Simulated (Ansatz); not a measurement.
How much do the gradients of HfO2 with Ge replacing Hf depend on the method?

Cell: a supercell of HfO2 (fluorite type, Fm-3m) built from an entry of the Crystallography Open Database (COD), with the ions relaxed around the defect (PBE).

Space group Fm-3m (No. 225); a = 10.2300 Å.

```
site  Wyckoff  site symmetry       x       y       z
  Ge       4a           m-3m  0.0000  0.0000  0.0000
 Hf2      24d           m.mm  0.2500  0.2500  0.0000
 Hf8       4b           m-3m  0.5000  0.5000  0.5000
  O9      32f            .3m  0.1225  0.1225  0.1225
 O12      32f            .3m  0.6258  0.3742  0.3742
```

One atom of each set is listed; the run and its k-mesh use a cell of 24 atoms with edges of 7.23, 7.23, 7.23 Å.

First run. Method: Kohn–Sham DFT in Ansatz, PBE, plane waves and PAW, scalar-relativistic, 420 eV cutoff, Γ-centred 3×3×3 k-points, Fermi–Dirac smearing 0.01 eV.

```json
{"site": "Ge", "V_zz (10²¹ V/m²)": "0.00", "η": "–"}
{"site": "Hf2", "V_zz (10²¹ V/m²)": "-3.38", "η": "0.57"}
{"site": "O9", "V_zz (10²¹ V/m²)": "4.34", "η": "0.00"}
{"site": "O12", "V_zz (10²¹ V/m²)": "1.04", "η": "0.00"}
```

Second run. The same atoms and settings, except that the functional is r2SCAN and the cutoff is 500 eV.

(1) Given the first result, estimate the second.

Answers

(1) 

| site | V_zz | η | change of V_zz |
| --- | --- | --- | --- |
| Ge | 0.00 | – | 0.00 |
| Hf2 | -3.06 | 0.70 | +0.32 |
| O9 | 4.50 | 0.00 | +0.16 |
| O12 | 1.02 | 0.00 | -0.02 |

The largest change of V_zz is on Hf2, from -3.38 to -3.06. In per cent, |V_zz| changes by -9 on Hf, -3 to +4 on O (all sites that start above 0.5). Other sites without a gradient aren't listed.

The defect repeats with the cell of 24 atoms, so it feels its images: sites between two images don't show the values beside a lone defect, and zeros or small values of η there can come from the images' arrangement. The relaxation keeps the site symmetry m-3m of the start, so the impurity can't leave its site; a start off the site could end lower. This high-symmetry form of HfO2 is unstable when cold, to shifts of the oxygen columns, towards the tetragonal form. The symmetry of the cell holds that distortion back, wholly or in part, and it would change the field gradients, the more the larger the distortion. Without spin–orbit coupling the gradients at and beside Hf can be off by some per cent, at some sites by more.
For the first run: The cell keeps the host's lattice, where the PBE pressure is -6 GPa.
For the second run: The cell keeps the host's lattice, where the r2SCAN pressure is -12 GPa.
